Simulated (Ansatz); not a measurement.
## Frozen-phonon scan for HfC (rock salt)

Starting cell, HfC (rock salt):

```
HfC
1.0
    0.00000     4.64070     4.64070
    2.32035     2.32035     4.64070
    2.32035     2.32035     0.00000
C Hf
2 2
Direct
  0.00000   0.00000   0.00000
  0.50000   0.00000   0.00000
  0.00000   0.50000   0.50000
  0.50000   0.50000   0.50000
```

A phonon eigenvector at X = (0.5, 0.5, 0.0) is frozen into this cell: atom i moves by Q times the vector below, so Q is the largest atomic displacement, in Å. The cell is held. (q is in reciprocal vectors of the primitive cell; the cell shown is doubled to hold the pattern.)

```tsv
atom	x	y	z
C1	0.000	0.000	1.000
C2	0.000	0.000	-1.000
Hf3	0.000	0.000	0.004
Hf4	0.000	0.000	-0.004
```

Computed with r2SCAN (plane waves to 500 eV, PAW, scalar-relativistic; Ansatz, a first-principles code). k mesh 17×17×17 (Γ-centred), Fermi-Dirac smearing 0.05 eV. The energy includes the smearing's −TS. Stress and pressure are positive under compression. With partly filled bands, energies and forces of such displacements shift with the k mesh and the smearing. HfC is run without spin polarisation. HfC was relaxed with its symmetry unable to fall. Spin-orbit coupling is left out, though Hf is heavy. The zero of ΔE is the undisplaced structure.

| Q (Å) | ΔE (eV/cell) | −dE/dQ from forces (eV/Å) | P (GPa) |
|---|---|---|---|
| -0.100 | 0.154 | 3.111 | 0.9 |
| -0.083 | 0.107 | 2.580 | 0.6 |
| -0.067 | 0.068 | 2.056 | 0.4 |
| -0.050 | 0.038 | 1.538 | 0.2 |
| -0.033 | 0.017 | 1.023 | 0.1 |
| -0.017 | 0.004 | 0.511 | 0.0 |
| 0.000 | 0.000 | 0.000 | 0.0 |
| 0.017 | 0.004 | -0.511 | 0.0 |
| 0.033 | 0.017 | -1.023 | 0.1 |
| 0.050 | 0.038 | -1.538 | 0.2 |
| 0.067 | 0.068 | -2.056 | 0.4 |
| 0.083 | 0.107 | -2.580 | 0.6 |
| 0.100 | 0.154 | -3.111 | 0.9 |

Derived quantities:

```
Item                                                                                                                 Result
-----------------------------------------------------------  --------------------------------------------------------------
Energy at Q = 0.100 Å                                                                                          154 meV/cell
Space group of the distorted cell                                                      P4/nmm (No. 129), lowered from Fm-3m
Symmetry of the curve                                                                         even: the same for both signs
Shape of the curve                                           a single well with its minimum at or next to zero displacement
Harmonic wavenumber from the curvature (finite differences)                                                        589 cm⁻¹
Wavenumber by perturbation theory (DFPT, on another k mesh)                                                        589 cm⁻¹
```

(A displaced cell: forces are minus the slopes of the energy, force constants its curvatures, and phonons follow from these.)
